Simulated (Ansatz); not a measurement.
**NaLi3S2: rattling a relaxed structure**

It was reached by relaxing an invented guess, and it needn't be the stable form of this composition.

Theory: DFT PBE, scalar-relativistic, plane waves, PAW in Ansatz 0.2.0. Plane waves to 420 eV, a k mesh through Γ of 6×6×4 on the computed 6-atom cell and Gaussian smearing (0.02 eV); no spin polarisation.

The cell below (6 atoms, space group P-3m1 (No. 164)) is relaxed within its symmetry.

```yaml
crystal:
  lattice:
    - [4.07905, 0.00000, 0.00000]
    - [-2.03953, 3.53256, 0.00000]
    - [0.00000, 0.00000, 6.71955]
  atoms:
    - { symbol: Na, position: [0.00000, 0.00000, 0.00000] }
    - { symbol: Li, position: [0.00000, 0.00000, 0.50000] }
    - { symbol: Li, position: [0.66667, 0.33333, 0.66197] }
    - { symbol: Li, position: [0.33333, 0.66667, 0.33803] }
    - { symbol: S, position: [0.66667, 0.33333, 0.28134] }
    - { symbol: S, position: [0.33333, 0.66667, 0.71866] }
```

For the test a repeat of it with 12 atoms (edges 4.08, 6.72, 7.07 Å) was strained at random (σ = 1.5 % a component), the atoms were moved at random (σ = 0.05 Å), and all was relaxed again on a coarse 4×2×2 mesh (in the run’s order of axes) with 0.10 eV smearing, with no symmetry imposed.

Task: Does it come back?

Result: It returns, within 1 meV/atom of the unmoved cell on that mesh and with the same symmetry when read at 0.1 Å (P1 at 0.01 Å, so small strains and shifts remain). So it is stable against the distortions that fit this cell and that this random move excites. Modes that don't fit the cell aren't tested.
